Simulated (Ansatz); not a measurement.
Relaxed-ion elastic tensor of Ga2O3 (La2O3 or Ni2Al3 type, space group No. 164) in GPa (Voigt order), DFT-r²SCAN in the program Ansatz with PAW potentials; density 5.87 g/cm³, 10.60 Å³ per atom.

```
      1      2     3      4     5     6
-  ----  -----  ----  -----  ----  ----
1   277    238  27.5   29.5   0.0   0.0
2   238    277  27.5  -29.5   0.0   0.0
3  27.5   27.5  44.8    0.0   0.0   0.0
4  29.5  -29.5   0.0   24.8   0.0   0.0
5   0.0    0.0   0.0    0.0  24.8  29.5
6   0.0    0.0   0.0    0.0  29.5  19.3
```

Q: Is the crystal mechanically stable?

A: No: the smallest eigenvalue of C is -10.6 GPa.

Space group P-3m1 (La2O3 or Ni2Al3 type). The cell is a constructed one: a structure type filled with these elements; neither database checked (COD, Materials Project) lists it. It is not the phase usual at ambient conditions (space group No. 12, 167). Symmetry was held in the r²SCAN relaxation. At this level the phase is mechanically unstable.

Potentials: the later of the program's two PAW sets.
